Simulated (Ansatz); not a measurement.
Na:
Space group Im-3m (No. 229); a = b = c = 4.081 Å, α = β = γ = 90.00°

```json
[
 {"atom": "Na", "site": "2a", "symmetry": "m-3m", "x": "0.0000", "y": "0.0000", "z": "0.0000"}
]
```
(The calculation used a cell of 1 atom; values per cell refer to that cell.)

Relaxed with PBE+D3(BJ) (plane waves, PAW; program Ansatz). Indices refer to the conventional cell of Im-3m, a = b = c = 4.081 Å, α = β = γ = 90.00°.

Simulate the powder diffraction pattern (Cu Kα, λ = 1.54184 Å; lines above 1 %) up to 2θ = 90°.

Simulated powder pattern, Cu Kα, λ = 1.54184 Å (kinematic, ideal powder, no thermal factors, no anomalous dispersion; the 30 strongest lines at most, above 1 %, up to 2θ = 90°):

```tsv
2θ (°)	d (Å)	I/Imax (%)	hkl
30.99	2.885	100	(110)
44.40	2.040	18	(200)
55.13	1.666	35	(211)
64.60	1.443	9.9	(220)
73.37	1.290	13	(310)
81.76	1.178	2.9	(222)
89.97	1.091	13	(321)
```

The cell was relaxed with PBE+D3(BJ) under the symmetry of its start. The pairwise dispersion correction was not fitted to metals.

Potentials: the later of the program's two PAW sets.
